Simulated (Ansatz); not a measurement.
MnHg: one input, then a changed one

The cell comes from COD entry 1522568, which wasn't checked; take it as a given geometry.

First run: DFT, PBE, PAW with Ansatz's default frozen-core files, scalar-relativistic (Ansatz 0.2.0).

Command: `ansatz run input.yaml --threads 1 --pin off --max-ram 3072MiB --backend cpu --events-out ev --progress --plain --runs-dir out` The run took about 56 s on 1 thread of a shared machine.

```yaml
crystal:
  lattice:
    - [3.288, 0.0, 0.0]
    - [0.0, 3.288, 0.0]
    - [0.0, 0.0, 3.313]
  atoms:
    - { symbol: Mn, position: [0.5, 0.5, 0.5], spin: 4.0 }
    - { symbol: Hg, position: [0.0, 0.0, 0.0] }
magnetization:
  spin_polarized: true
kpoints:
  mp_grid: { grid: [10, 10, 10] }
scf:
  occupations: { method: fermi_dirac, width: 0.05 }
hamiltonian:
  xc: pbe
  pseudopotentials: { kind: paw }
output:
  forces: true
  stress: true
  efg: { contact_densities: true }
relax:
  f_tol: 0.005
  max_steps: 80
  cell: {}
```

Result: converged; relaxed volume 18.329 Å³/atom; moment 3.92 μB; 35 SCF iterations in all.

No spin–orbit coupling, which matters for the heavy atoms here.

The input is then changed:

```diff
@@ -10,7 +10,8 @@
   spin_polarized: true
 kpoints:
-  mp_grid: { grid: [10, 10, 10] }
+  mp_grid: { grid: [12, 12, 12] }
 scf:
   occupations: { method: fermi_dirac, width: 0.05 }
+  n_extra_bands: 1
 hamiltonian:
   xc: pbe
```

Predict the outcome of the changed run.

It was refused before any iteration. The program says:
```
Error: inconsistent input (scf.n_extra_bands): n_bands = 19 cannot host the net starting moment |Σ_I m_I| = 4.0000 μB: with N_el = 35 the majority spin channel must hold (N_el + |M|)/2 = 19.5000 electrons at no more than one per band — at least 20 bands (19 bands cap the reachable moment at 2·n_bands − N_el = 3.0000 μB); raise scf.n_extra_bands until at least 20 bands are solved (omitted, it auto-derives to 24) or lower the seeds (crystal.atoms[].spin / magnetization.per_species / magnetization.initial_magnetization)
```
